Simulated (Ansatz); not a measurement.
## SiGe2: zone-centre modes

Level of theory: DFT PBE, scalar-relativistic, plane waves, PAW in Ansatz. Plane waves to 420 eV; Γ-centred k mesh 12×12×12; Fermi-Dirac smearing of 0.15 eV. No spin polarisation. Phonons by linear response, acoustic sum rule imposed.

Relaxed structure:
```
Si Ge
1.0
     0.00000    3.11014    3.11014
     3.11014    0.00000    3.11014
     3.11014    3.11014    0.00000
Si Ge
1 2
Direct
  0.00000 0.00000 0.00000
  0.75000 0.75000 0.75000
  0.25000 0.25000 0.25000
```

The cell was built by swapping an element in a database structure (itself possibly hypothetical) and relaxing; it need not be the stable form of this composition. In a metal, frequencies and elastic constants depend on the k mesh and the smearing, soft modes and shear constants most.

Optical modes at Γ; i marks an imaginary frequency:
```tsv
frequency (THz)	degeneracy
3.85	3
6.47	3
```

All 6 optical modes at Γ are real: no displacement of atoms at fixed cell lowers the energy to second order. Strains and modes at other wave vectors aren't tested by this run.